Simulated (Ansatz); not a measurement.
TaW (rock salt, Fm-3m) at seven volumes, the program Ansatz at the PBEsol level (PAW), scaled uniformly. One row is withheld.

```csv
V (Å³/atom),P (GPa)
17.062,22.04
17.625,13.54
18.187,6.25
18.750,0.00
19.312,?
19.875,-10.01
20.437,-13.99
```

Problem. Fit the shown pressures and predict the withheld one.

Solution. Third-order Birch–Murnaghan: P = (3/2)B₀(x^(7/2) − x^(5/2))[1 + (3/4)(B′ − 4)(x − 1)] with x = (V₀/V)^(2/3). Least squares on the six rows gives V₀ = 18.750 Å³/atom, B₀ = 193.1 GPa, B′ = 4.04. At V = 19.312, x = 0.9805 and P = -5.37 GPa. The run itself gave -5.38 GPa.

The start of the workflow was typed in or built on a structure type; neither database checked (COD, Materials Project) lists it. Its standing as an ambient phase is unchecked. The PBEsol relaxation kept the symmetry of its start. At this level the phase is mechanically unstable. No spin polarisation was allowed. Its formation energy is positive at this level, so the cell may be metastable or incomplete. Scalar-relativistic: spin–orbit coupling is off unless named, which matters more the heavier the elements.

Potentials: the later of the program's two PAW sets.
